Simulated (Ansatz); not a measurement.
The following input was run with Ansatz 0.2.0.

```yaml
crystal:
  lattice:
    - [3.7370056672, 0.0, 0.0]
    - [0.0, 3.7370056672, 0.0]
    - [0.0, 0.0, 3.7370056672]
  atoms:
    - { symbol: Ca, position: [0.5, 0.5, 0.5] }
    - { symbol: H, position: [0.5, 0.0, 0.0] }
    - { symbol: H, position: [0.0, 0.5, 0.0] }
    - { symbol: H, position: [0.0, 0.0, 0.5] }
    - { symbol: Pd, position: [0.0, 0.0, 0.0] }
basis:
  ecutwfc: 500
kpoints:
  mp_grid: { grid: [10, 10, 10] }
hamiltonian:
  xc: r2scan
scf:
  occupations: { method: gaussian, width: 0.1 }
output:
  forces: true
  stress: true
  eigenvalues: true
```

Run as
```bash
ansatz run input.yaml --threads 1 --pin off --max-ram 2560MiB --backend cpu --events-out ev --progress --plain --runs-dir out
```

Theory: DFT r2SCAN, scalar-relativistic, plane waves, PAW (Ansatz 0.2.0).

Abridged output (iterations and final results):

```
SCF iter   1: F=—  HF=-8858.087923 eV  |F-HF|=—  |Δ(HF+E_count)|=         —  Δρ=9.37e-3  dr2=4.62e-2  dr2_τ=1.38e-2  ethr=1.77e-3  ⟨swp⟩=6.0  Hψ=6164  notcnv=0
SCF iter   2: F=—  HF=-8858.132014 eV  |F-HF|=—  |Δ(HF+E_count)|=   4.41e-2  Δρ=5.22e-3  dr2=8.68e-3  dr2_τ=8.42e-4  ethr=1.49e-4  ⟨swp⟩=2.7  Hψ=2382  notcnv=0  defer=68
SCF iter   3: F=—  HF=-8858.130531 eV  |F-HF|=—  |Δ(HF+E_count)|=   1.48e-3  Δρ=1.93e-3  dr2=2.70e-3  dr2_τ=1.78e-4  ethr=2.80e-5  ⟨swp⟩=2.6  Hψ=1827  notcnv=0  defer=12
automatic band count: iteration 3 solves 20 bands in place of 21: the levels show a gap, and the empty bands left out lie too high to hold charge; the band table lists the bands solved (type scf.n_extra_bands for more)
SCF iter   4: F=—  HF=-8858.130083 eV  |F-HF|=—  |Δ(HF+E_count)|=   4.48e-4  Δρ=3.94e-4  dr2=6.72e-5  dr2_τ=7.45e-6  ethr=8.72e-6  ⟨swp⟩=2.0  Hψ=1517  notcnv=0  defer=12
SCF iter   5: F=—  HF=-8858.130106 eV  |F-HF|=—  |Δ(HF+E_count)|=   2.32e-5  Δρ=1.59e-4  dr2=1.19e-5  dr2_τ=5.11e-7  ethr=2.17e-7  ⟨swp⟩=2.0  Hψ=1668  notcnv=0  defer=12
SCF iter   6: F=—  HF=-8858.130107 eV  |F-HF|=—  |Δ(HF+E_count)|=   3.96e-7  Δρ=1.79e-5  dr2=1.73e-7  dr2_τ=7.26e-9  ethr=3.83e-8  ⟨swp⟩=2.0  Hψ=1528  notcnv=0  defer=12
SCF iter   7: F=-8858.130107 eV  HF=-8858.130107 eV  |F-HF|=4.47e-9  |Δ(HF+E_count)|=   3.70e-8  Δρ=4.92e-6  dr2=9.08e-9  dr2_τ=5.08e-10  ethr=3.23e-10  ⟨swp⟩=5.8  Hψ=4781  notcnv=0
SCF 1 converged in 7 iterations: F = -8858.130107 eV  dr2 = 9.08e-9
SCF converged after 7 iterations
Free energy (F): -8858.130107 eV
Harris-Foulkes:  -8858.130107 eV  (|F-HF|=4.47e-9)
Internal energy: -8858.126070 eV  (E = F + TS)
E sigma→0 (E₀):  -8858.128088 eV
Entropy (-TS):   -0.004036 eV (-0.807 meV/atom)
Fermi energy:    11.155442 eV
--- Per-component energies (eV) ---
  E_band       = -446.709873
  E_kinetic    = 833.238333
  E_local      = -3337.525733  (includes V_loc(G=0)·N_el)
  E_nonlocal   = 283.379872
  E_hartree    = 1310.244344
  E_xc         = -325.507466
  E_vxc        = -467.313670  (∫ρ·V_xc dr)
  E_paw        = -4636.875711  (= ΣΔE_a)
  E_vpaw       = -410.276226  (= ΣTr[D̂ρ^β])
  E_aug_tail   = -0.000990  (compensation charges beyond the density's cutoff)
  E_vtau       = 31.304689  (kinetic-family band-sum trace: ∫τ·v_τ [+ j·A + Jᵃ·Aᵃ] dr)
  E_ewald      = -2984.405968
  E_core_change = -0.672752  (= ΣΔE_core)
  E_smearing   = -0.004036  (= −TS)
--- Forces (eV/Å), atoms counted from 1 ---
  atom   1  Ca     0.00000000     0.00000000     0.00000000
  atom   2  H      0.00000000     0.00000000     0.00000000
  atom   3  H      0.00000000     0.00000000     0.00000000
  atom   4  H      0.00000000     0.00000000     0.00000000
  atom   5  Pd     0.00000000     0.00000000     0.00000000
--- Stress (GPa, compression-positive) ---
       -2.708209       0.000000       0.000000
        0.000000      -2.708209       0.000000
        0.000000       0.000000      -2.708209
  P = ⅓ Tr σ = -2.7082 GPa (-27.082 kbar)
--- Band table (eV; the first three rows and the last of 56) ---
  k-point 0: bands = ["-76.6320", "-41.5337", "-41.5337", "-41.5337", "-32.4434", "-12.5270", "-12.5270", "-12.5270", "1.3001", "3.7155", "3.7155", "7.6103", "7.6103", "7.6103", "12.7098", "12.7098", "15.5649", "15.5649", "15.5649", "15.5908"]
  k-point 1: bands = ["-76.6320", "-41.5346", "-41.5336", "-41.5336", "-32.4425", "-12.5410", "-12.5260", "-12.5260", "1.4153", "3.7387", "3.7838", "7.5817", "7.5817", "7.6183", "12.3155", "12.7008", "14.7885", "14.7885", "15.0957", "15.5721"]
  k-point 2: bands = ["-76.6319", "-41.5371", "-41.5335", "-41.5335", "-32.4402", "-12.5775", "-12.5235", "-12.5235", "1.7373", "3.8006", "3.9786", "7.5085", "7.5085", "7.6393", "11.1876", "12.6736", "14.1447", "14.1447", "15.0152", "15.5231"]
  k-point 55: bands = ["-76.6311", "-41.5427", "-41.5427", "-41.5427", "-32.4178", "-12.6234", "-12.6234", "-12.6234", "5.7854", "5.7854", "5.7854", "6.7938", "6.7938", "6.7938", "7.6834", "7.6834", "12.4770", "16.1871", "16.1871", "16.3391"]
```

The calculation finished and met its thresholds.